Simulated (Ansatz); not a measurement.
RuC:
```cif
data_C2Ru2
_chemical_formula_sum 'Ru2 C2'
_space_group_name_H-M_alt 'P 1'
_space_group_IT_number 1
_cell_length_a 6.44132
_cell_length_b 6.44132
_cell_length_c 6.44132
_cell_angle_alpha 24.578
_cell_angle_beta 24.578
_cell_angle_gamma 24.578
loop_
_space_group_symop_operation_xyz
  'x, y, z'
loop_
_atom_site_label
_atom_site_type_symbol
_atom_site_fract_x
_atom_site_fract_y
_atom_site_fract_z
_atom_site_occupancy
Ru1 Ru 0.22853 0.22853 0.22853 1
Ru2 Ru 0.77147 0.77147 0.77147 1
C1 C 0.03728 0.03728 0.03728 1
C2 C 0.96272 0.96272 0.96272 1
```

This is the PBEsol-relaxed structure.

Question: All from PBEsol in the plane-wave PAW code Ansatz, unless another level is named. Estimate the electronic character.

Answer: metallic (no gap).

Question: Give the density of states at the Fermi level.

Answer: 0.44 states/eV per atom (mean over ±0.08 eV).

Question: Predict the formation energy from the elements (no fitted shifts).

Answer: 0.30 eV/atom.

Question: Predict the gap with spin–orbit coupling.

Answer: none (metallic).

Space group R-3m. The workflow started from a Materials Project entry (that database holds measured and hypothetical structures alike); the Crystallography Open Database copy checked does not list it. Its standing as an ambient phase is unchecked. The PBEsol relaxation kept the symmetry of its start; whether a distortion lowers the energy is not shown. No spin polarisation was allowed. Its formation energy is positive at this level, so the cell may be metastable or incomplete. The references are the lowest solids computed at this level, not always the standard phases. Spin–orbit coupling is left out wherever it is not named.

Potentials: the later of the program's two PAW sets.
